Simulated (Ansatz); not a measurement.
SnGe$_{3}$Se$_{4}$ (R-3m) at 2 levels of theory

One geometry, relaxed with PBE; plane waves with PAW potentials in Ansatz, scalar-relativistic. No spin polarisation. Gaps are the least over mesh and band path; pressure is positive in compression.

```cif
data_structure
_symmetry_space_group_name_H-M 'P 1'
_symmetry_Int_Tables_number 1
_cell_length_a 13.5536
_cell_length_b 13.5536
_cell_length_c 13.5536
_cell_angle_alpha 17.269
_cell_angle_beta 17.269
_cell_angle_gamma 17.269
_cell_volume 191.46
loop_
_atom_site_label
_atom_site_type_symbol
_atom_site_fract_x
_atom_site_fract_y
_atom_site_fract_z
_atom_site_occupancy
Sn1 Sn 0.50000 0.50000 0.50000 1
Ge1 Ge 0.74689 0.74689 0.74689 1
Ge2 Ge 0.00000 0.00000 0.00000 1
Ge3 Ge 0.25311 0.25311 0.25311 1
Se1 Se 0.37350 0.37350 0.37350 1
Se2 Se 0.62650 0.62650 0.62650 1
Se3 Se 0.87965 0.87965 0.87965 1
Se4 Se 0.12035 0.12035 0.12035 1
```

```csv
level,cutoff (eV),k mesh,gap (eV),pressure (GPa)
PBE,420,12×12×12,0.05,0.0
```

Q: What comes out on the same cell with PBEsol?

A:
```csv
level,cutoff (eV),k mesh,gap (eV),pressure (GPa)
PBEsol,420,12×12×12,0.10,-3.1
```

The cell was found from a structure generator's guess, not taken from experiment.
